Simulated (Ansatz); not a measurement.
**Question.** Each is relaxed and computed with plane-wave PAW r²SCAN (Ansatz code). Which is the only one with a gap?
A) SrSi2Ag2, I4/mmm (Si on 4e, Ag on 4d, Sr on 2a)
B) Fe2Si, MoSi2 or CaC2 type
C) SiO2, Cmce (Si on 4a, O on 8f)
D) Si2W, fluorite or antifluorite type

**Answer.** C, SiO2, Cmce (Si on 4a, O on 8f). SiO2: gap 7.32 eV (indirect); Si2W: metal; Fe2Si: metal; SrSi2Ag2: metal. Spin orders computed, not proven ground states: Fe2Si, MoSi2 or CaC2 type ferromagnetic. Constructed cells (a structure type filled with these elements, in neither database checked): Si2W, fluorite or antifluorite type. Built on a structure type that need not be the filed one of that space group: SiO2, Cmce (Si on 4a, O on 8f). Not the usual ambient phase: SiO2, Cmce (Si on 4a, O on 8f); Si2W, fluorite or antifluorite type. Standing as an ambient phase not checked: Fe2Si, MoSi2 or CaC2 type; SrSi2Ag2, I4/mmm (Si on 4e, Ag on 4d, Sr on 2a). Unstable at this level: SiO2, Cmce (Si on 4a, O on 8f); Si2W, fluorite or antifluorite type. All cells were relaxed under the symmetry of their starts (and spin orders); stability against distortions was not tested throughout. Rows with no word on spin ran without spin polarisation. Spin–orbit coupling is left out wherever it is not named.

Potentials: the later of the program's two PAW sets.
